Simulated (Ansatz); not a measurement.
Q: Each is relaxed and computed with PBE in the plane-wave PAW code Ansatz. Which is the only metal?
A) GeS2, R-3m (Ge on 3a, S on 6c)
B) VGe2, I4/mcm (Ge on 8h, V on 4a)
C) GeS, wurtzite
D) SiGe, Pmma (Si on 2e, Si on 2f, Ge on 2e, Ge on 2f)

A: B, VGe2, I4/mcm (Ge on 8h, V on 4a). VGe2: metal; SiGe: gap 0.37 eV (indirect); GeS: gap 1.00 eV (indirect); GeS2: gap 0.67 eV (indirect). Constructed cells (a structure type filled with these elements, in neither database checked): VGe2, I4/mcm (Ge on 8h, V on 4a); GeS, wurtzite; GeS2, R-3m (Ge on 3a, S on 6c). Typed or built starts, not in the databases checked: SiGe, Pmma (Si on 2e, Si on 2f, Ge on 2e, Ge on 2f). Began spin-polarised and lost the moments: VGe2, I4/mcm (Ge on 8h, V on 4a). Weakly bound layers, chains or molecules computed without a dispersion correction, so cells and soft constants are ill determined: GeS2, R-3m (Ge on 3a, S on 6c). All cells were relaxed under the symmetry of their starts (and spin orders); stability against distortions was not tested throughout. Spin–orbit coupling is left out wherever it is not named.

Potentials: the later of the program's two PAW sets.
